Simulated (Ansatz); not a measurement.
One crystal and one scan (energy over volume and axial ratio) at two levels, PBE (plane waves to 420 eV, PAW, scalar-relativistic; Ansatz, a first-principles code) and r2SCAN (plane waves to 500 eV, PAW, scalar-relativistic; Ansatz), each from its own relaxed cell and on its own mesh. The cell shown is that of PBE.

HgTe (zinc blende)

```
CELL_PARAMETERS angstrom
      0.00000     3.32535     3.32535
      3.32535     0.00000     3.32535
      3.32535     3.32535     0.00000
ATOMIC_POSITIONS crystal
  Te 0.75000 0.75000 0.75000
  Hg 0.00000 0.00000 0.00000
```

The relaxed cell is deformed in two ways at once: its volume V is scaled, and at that volume it is stretched along z (the c axis of the conventional cell) so that c/a changes. Fractional atomic positions are held.

The energy includes the smearing's −TS. HgTe was relaxed with its symmetry unable to fall. Spin-orbit coupling is left out, though Hg and Te are heavy. The PAW data are Ansatz's earlier set. With partly filled bands, the response to shear is sensitive to the k mesh, so small differences along c/a are uncertain. Percentages come from the unrounded values. Both scans cover V/V₀ from 0.920 to 1.080 and (c/a)/(c/a)₀ from 0.920 to 1.080.

Results of PBE:

| Property | Value |
|---|---|
| Lattice constant a (Å) | 6.651 |
| Shear modulus C′ = (C11 − C12)/2 (fit, atoms clamped) (GPa) | 7.4 |

Estimate the r2SCAN values.


```json
[
 {"quantity": "Lattice constant a (Å)", "r2SCAN": "6.573", "PBE − r2SCAN": "+0.078 (+1.2 %)"},
 {"quantity": "Shear modulus C′ = (C11 − C12)/2 (fit, atoms clamped) (GPa)", "r2SCAN": "7.7", "PBE − r2SCAN": "-0.3 (-4 %)"}
]
```

PBE gives the higher value for: lattice constant a. PBE gives the lower value for: shear modulus C′. (PBE) At this level the bands of HgTe touch or barely overlap. (r2SCAN) At this level the bands of HgTe touch or barely overlap. Neither level is exact: the differences show how much the result hangs on the functional.

(A scan under strain: stresses follow from slopes of the energy per volume, elastic moduli from its curvatures.)
